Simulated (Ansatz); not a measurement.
MgF₂ (CdI2 type, P-3m1), r²SCAN+D4 (plane waves, PAW; program Ansatz). The conduction-band minimum lies at Γ, with 1 equivalent valley. Second derivatives d²E/dk² of the lowest band at one valley (eV·Å²), along Cartesian directions:

```csv
direction,d²E/dk²
[100],14.14
[010],14.14
[001],12.81
[110],14.14
[101],13.48
[011],13.48
```

**Question.** Find the principal effective masses, the density-of-states mass and the conductivity mass.

**Answer.** Off-diagonal terms follow from H_xy = H[110] − (H_xx + H_yy)/2, and m*/mₑ = 7.620 eV·Å² over each eigenvalue: 0.54, 0.54, 0.59. One valley's DOS mass (m₁m₂m₃)^(1/3) = 0.56, conductivity mass 3/(Σ 1/mᵢ) = 0.56 mₑ.

**Question.** What effective density of states Nc follows at 300 K for parabolic valleys?

**Answer.** Nc = 2.509e19 × 1 × (0.56)^(3/2) ≈ 1.1e19 cm⁻³.

The start of the workflow was typed in or built on a structure type; neither database checked (COD, Materials Project) lists it. It is not the phase usual at ambient conditions (space group No. 136). The cell was relaxed with r²SCAN+D4 under the symmetry of its start; its stability against distortions is not shown here.

Potentials: the earlier of the program's two PAW sets.

Edges and masses are those of Kohn–Sham bands, whose gap is no quasiparticle gap.
